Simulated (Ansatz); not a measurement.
## FeNi3, one structure, two calculations

Cell: a COD entry.

```
CELL_PARAMETERS angstrom
3.54500 0.00000 0.00000
0.00000 3.54500 0.00000
0.00000 0.00000 3.54500
ATOMIC_POSITIONS crystal
Fe 0.00000 0.00000 0.00000
Ni 0.00000 0.50000 0.50000
Ni 0.50000 0.00000 0.50000
Ni 0.50000 0.50000 0.00000
```

Sites (sets of like atoms) are named by element and the number of their first atom in this list.

First run. The numbers come from a DFT calculation in Ansatz (PBE, plane waves and PAW, scalar-relativistic, collinear spin, 420 eV cutoff, Γ-centred 9×9×9 k-points, Fermi–Dirac smearing 0.05 eV). Start moments as typed (μB): 3 on each Fe, 1.5 on each Ni.

| site | atom | V_zz (10²¹ V/m²) | η | m (μB) |
| --- | --- | --- | --- | --- |
| Ni | 2 | -0.10 | 0.00 | 0.69 |

Second run. The same atoms and settings, except that the start moments (μB) are 3 -1.5 1.5 1.5 by atom.

Q: What does the second run give?

A: 

| site | atom | V_zz | η | change of V_zz | m (μB) |
| --- | --- | --- | --- | --- | --- |
| Ni | 2 | -0.10 | 0.00 | 0.00 | 0.69 |

No V_zz moves by more than 0.01. Sites with |V_zz| of 0.02 or less aren't listed.

The run finds no gap above 0.1 eV (a metal, or nearly one), so the gradients can move by 10 % or more with the k-mesh. With these PAW files V_zz is typically within 2 to 3 % of all-electron values, but misses above 10 % occur on Ni. The magnetic order is the one that the run reached from its start moments, not necessarily the measured one.
For the second run: The run lost part of its start moments, as the program notes; a state with other moments may lie lower.
